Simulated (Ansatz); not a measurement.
MgO:
```xyz
2
Lattice="2.6334 0.0000 0.0000 0.0000 2.6334 0.0000 0.0000 0.0000 2.6334" Properties=species:S:1:pos:R:3 pbc="T T T"
Mg     0.0000     0.0000     0.0000
O      1.3167     1.3167     1.3167
```

Tensor components refer to the Cartesian frame of this cell.

**Question.** Give the high-frequency dielectric tensor and the Born effective charge tensors of the independent atoms from DFPT, the program Ansatz at the PBEsol level (PAW).

**Answer.** 
ε∞:
```
3.78  0.00  0.00
0.00  3.78  0.00
0.00  0.00  3.78
```
Z* of atom 1 (Mg), rows: field, columns: displacement, in e:
```
2.14  0.00  0.00
0.00  2.14  0.00
0.00  0.00  2.14
```
Z* of atom 2 (O), rows: field, columns: displacement, in e:
```
-2.14   0.00   0.00
 0.00  -2.14   0.00
 0.00   0.00  -2.14
```

Space group Pm-3m (CsCl type). This is a known high-pressure phase of the composition, computed here at zero pressure and temperature. The cell was relaxed with PBEsol under the symmetry of its start. At this level the phase is dynamically unstable (imaginary phonons).

Potentials: the later of the program's two PAW sets.
